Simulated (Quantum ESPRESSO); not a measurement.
# Strain and stress in Al7InAs8

Calculated results; nothing here was measured. They come from pw.x of Quantum ESPRESSO 7.5, a plane-wave density functional program, with PseudoDojo standard norm-conserving files (v0.5 for PBE, v0.4.1 for LDA and PBEsol). The cells are made up: elements, strain and atom displacements were drawn at random, and nothing was relaxed. There is no spin polarisation, spin-orbit coupling or dispersion term.

The cell has 16 sites of a zincblende or diamond lattice (two cubes along c). Sites 1 to 8 hold Al Al Al Al Al In Al Al; sites 9 to 16 hold As As As As As As As As. Cell vectors in Å: (5.715, 0.001, 0.000); (0.001, 5.715, 0.000); (0.000, 0.000, 11.430). Settings: PBE, cutoff 1143 eV, 4 x 4 x 2 k mesh shifted by half a step, Fermi-Dirac smearing of 0.025 eV.

Each run adds a shear xy (given as the tensor component) to one cell, with the atoms carried along; the vectors above are those of run 5. Stress is positive in tension and P is minus a third of its trace. E is the free energy for each atom above the lowest run shown.

| run | strain (%) | s_xx (GPa) | s_yy (GPa) | s_zz (GPa) | s_xy (GPa) | P (GPa) | E (meV/atom) |
| --- | --- | --- | --- | --- | --- | --- | --- |
| 1 | -2.13 | -3.73 | -3.72 | -3.35 | -3.20 | 3.60 | 9.70 |
| 2 | -1.46 | -3.63 | -3.61 | -3.27 | -2.15 | 3.50 | 4.36 |
| 4 | -0.36 | -3.56 | -3.52 | -3.20 | -0.42 | 3.43 | 0.15 |
| 5 | 0.02 | -3.56 | -3.52 | -3.20 | 0.17 | 3.43 | 0.00 |
| 6 | 1.26 | -3.65 | -3.59 | -3.26 | 2.11 | 3.50 | 4.21 |
| 7 | 1.89 | -3.75 | -3.68 | -3.33 | 3.10 | 3.58 | 9.11 |
| 3 | -0.79 | ? | ? | ? | ? | ? | ? |

A rerun of one of these cells at 1437 eV and k mesh 6 x 6 x 4 moved values by no more than 0.017 eV in the cell's energy, 0.02 GPa in stress and 0.002 eV/Å in force.

## Worked fit

A parabola through the six runs shown gives s_xy = 0.14 + 1.57 e - 0.001 e² GPa, with e in per cent and a scatter of 0.01 GPa. The slope is a stiffness of 157 ± 1 GPa for each unit of this strain at e = 0, twice a shear constant under the stress shown, since the tensor component is half the shear angle. The atoms are clamped, and relaxing them would in general lower it. The error is the larger of the fit's own and the change that a cubic makes, rounded up.

## Withheld run

Question: what s_xy should run 3 give?

The fit gives -1.10 GPa. The calculation gave -1.10 GPa.

```
run  strain (%)  s_xx (GPa)  s_yy (GPa)  s_zz (GPa)  s_xy (GPa)  P (GPa)  E (meV/atom)
  3       -0.79       -3.58       -3.54       -3.22       -1.10     3.45          1.11
```